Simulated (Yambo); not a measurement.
G0W0@PBEsol for ZnO (space group P4_2/mnm, No. 136) in Yambo. Reference settings: 2×2×4 Γ-centred k mesh, bands 17 to 217 and a 8 Ry block in the screening, 217 bands in G with the Bruneval-Gonze terminator, plasmon pole fitted at 27.2 eV. The PBEsol gap Γ → Γ on this mesh is 0.78 eV; G0W0 gaps are taken between the same points.

The settings were changed. The gap went from 1.97 eV to 1.82 eV, and the shift of the valence edge from -0.80 eV to -0.56 eV.

### Question
Which change was made?
A) no terminator
B) 118 bands in W
C) 101 bands in G
D) pole fitted at 15 eV

### Answer
A, no terminator. The others gave (gap, valence shift): pole fitted at 15 eV: 1.98, -0.74 eV; 101 bands in G: 2.02, -0.82 eV; 118 bands in W: 2.13, -0.76 eV.

Geometry of the Materials Project entry, not relaxed at this level; primitive cell a = b = 5.5176 Å, c = 3.2588 Å, α = β = γ = 90.00°.

This is not the ordinary phase of the substance; no match was found in the copy of COD used, and its stability was not checked.

A shift is the quasiparticle energy of the state minus its PBEsol energy.
